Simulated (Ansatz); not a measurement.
TaC (rock salt)

```
CELL_PARAMETERS angstrom
      0.00000     2.22002     2.22002
      2.22002     0.00000     2.22002
      2.22002     2.22002     0.00000
ATOMIC_POSITIONS crystal
  C  0.00000 0.00000 0.00000
  Ta 0.50000 0.50000 0.50000
```

This relaxed cell (volume V₀) is scaled evenly in all directions, its shape held. Symmetry pins the atoms to their sites.

Computed with PBEsol (plane waves to 420 eV, PAW, scalar-relativistic; Ansatz, a first-principles code). k mesh 18×18×18 (Γ-centred), Fermi-Dirac smearing 0.05 eV. The energy includes the smearing's −TS. Compression counts positive. Spin-orbit coupling is left out, though Ta is heavy. TaC is run without spin polarisation. TaC was relaxed with its symmetry unable to fall. ΔE is measured from the relaxed starting cell.

The scan covers V/V₀ from 0.900 to 1.100 in 13 points.

Q: What is ΔE at V/V₀ = 1.100?

A: 100 meV/atom.

Q: What pressure does the cell carry at V/V₀ = 0.900?

A: 45.1 GPa.

Q: What is ΔE at V/V₀ = 0.900?

A: 141 meV/atom.

(Under strain, the slope of the energy per volume gives the stress and its curvature an elastic modulus.)
